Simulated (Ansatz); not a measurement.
Cu Kα1 powder pattern (kinematic, no thermal factors).
2θ (°) (relative intensity): 13.81 (8), 19.00 (89), 23.57 (100), 27.83 (24), 33.22 (53), 33.92 (31), 36.14 (6), 38.55 (14), 41.14 (24), 42.29 (1), 43.87 (41), 46.74 (23), 48.21 (11), 51.79 (11), 53.87 (23), 54.81 (4), 57.50 (2), 58.55 (12), 59.36 (9), 59.81 (11), 61.13 (3), 61.27 (2), 66.80 (11), 68.05 (8), 69.00 (14), 69.75 (5), 71.38 (2), 71.50 (1), 73.04 (4), 74.77 (9), 75.56 (2), 76.68 (7), 77.14 (6), 79.86 (5), 81.03 (3), 82.64 (1), 83.48 (2), 84.30 (3), 85.07 (1), 86.61 (5), 87.31 (4), 88.20 (8), 89.28 (2)

The pattern is computed from a structure relaxed with Ansatz 0.2.0, DFT PBE, scalar-relativistic, plane waves, PAW. No spin polarisation. Its elements are Ba, Mg, N.

Question: Give the structure.

Answer: BaMg2N2.
Space group P6/mmm (No. 191). a = 5.389 Å, b = 5.389 Å, c = 6.406 Å, α = 90.00°, β = 90.00°, γ = 120.00°
| atom | site | symmetry | x | y | z |
| --- | --- | --- | --- | --- | --- |
| Ba | 1a | 6/mmm | 0.0000 | 0.0000 | 0.0000 |
| Mg | 2d | -6m2 | 0.3333 | 0.6667 | 0.5000 |
| N | 2e | 6mm | 0.0000 | 0.0000 | 0.4096 |

A pattern alone doesn't exclude other cells with like lines; this is the one computed.

The cell was found from a structure generator's guess, not taken from experiment.
